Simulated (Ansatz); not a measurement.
ZnSe in space group P4_2/mmc (No. 131; Zn on 2c, Se on 2e) at seven volumes, the program Ansatz at the PBE level (PAW), shape and atoms relaxed at each. One row is withheld.

| V (Å³/atom) | P (GPa) |
|---|---|
| 22.882 | 4.65 |
| 23.636 | 2.90 |
| 24.391 | 1.38 |
| 25.145 | 0.00 |
| 25.899 | -1.13 |
| 26.654 | ? |
| 27.408 | -2.99 |

Q: Fit the shown pressures and predict the withheld one.

A: P = (3/2)B₀(x^(7/2) − x^(5/2))[1 + (3/4)(B′ − 4)(x − 1)] with x = (V₀/V)^(2/3). Least squares on the six rows gives V₀ = 25.162 Å³/atom, B₀ = 41.1 GPa, B′ = 3.73. At V = 26.654, x = 0.9623 and P = -2.13 GPa. The run itself gave -2.11 GPa.

The cell is a constructed one: a structure type filled with these elements; neither database checked (COD, Materials Project) lists it. It is not the phase usual at ambient conditions (space group No. 216). The PBE relaxation kept the symmetry of its start; whether a distortion lowers the energy is not shown.

Potentials: the later of the program's two PAW sets.
